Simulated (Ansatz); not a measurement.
AgW:
```
AgW
1.0
    3.19376     0.00000     0.00000
    0.00000     3.19376     0.00000
    0.00000     0.00000     3.19376
Ag W
1 1
Direct
  0.00000   0.00000   0.00000
  0.50000   0.50000   0.50000
```

Relaxed with r²SCAN.

Task: Map the electron localisation function on the plane through (0.000, 0.000, 0.000) spanned by u = [1, 0, 0] and v = [0, 1, 1] in lattice vectors, from r²SCAN in the plane-wave PAW code Ansatz.

Result: x is the fraction of u, y of v (the angle between them is 90°; rows are the nearest grid lines); atoms in the plane: Ag at (0.00, 0.00), W at (0.50, 0.50).
```
|@@#*=:..:..:=*#@@|
|@%#*=:.:::.:=*#%@|
|##*+-:::::::-+*##|
|*++-::::-::::-++*|
|==-:::::::::::-==|
|::::::::.::::::::|
|:::-:.......:-:::|
|---:..:-=-:..:---|
|==-:.-+###+-.:-==|
|==::-*#####*-::==|
|+=--+%#+-+#%+--=+|
|+=--*%*. .*%*--=+|
|+=--*%*. .*%*--=+|
|+=--+%#+-+#%+--=+|
|==::-*#####*-::==|
|==-:.-+###+-.:-==|
|---:..:-=-:..:---|
|:::-:.......:-:::|
|::::::::.::::::::|
|==-:::::::::::-==|
|*++-::::-::::-++*|
|##*+-:::::::-+*##|
|@%#*=:.:::.:=*#%@|
|@@#*=:..:..:=*#@@|
```
Scale: ten equal steps from 0.023 (start of ' ') to 0.869 (end of '@'), in the order ' .:-=+*#%@'; x runs from 0.000 to 1.00, y from 0.000 (bottom) to 1.00 (top).

The density is the valence pseudo-density with augmentation charge, so density and ELF within about 1 Å of a nucleus are not all-electron values.

Space group Pm-3m (CsCl type). The start of the workflow was typed in or built on a structure type; neither database checked (COD, Materials Project) lists it. Its standing as an ambient phase is unchecked. The r²SCAN relaxation kept the symmetry of its start. At this level the phase is mechanically unstable. The run is not spin-polarised. Its formation energy is positive at this level, so the cell may be metastable or incomplete. Scalar-relativistic: spin–orbit coupling is off unless named, which matters more the heavier the elements.

Potentials: the later of the program's two PAW sets.
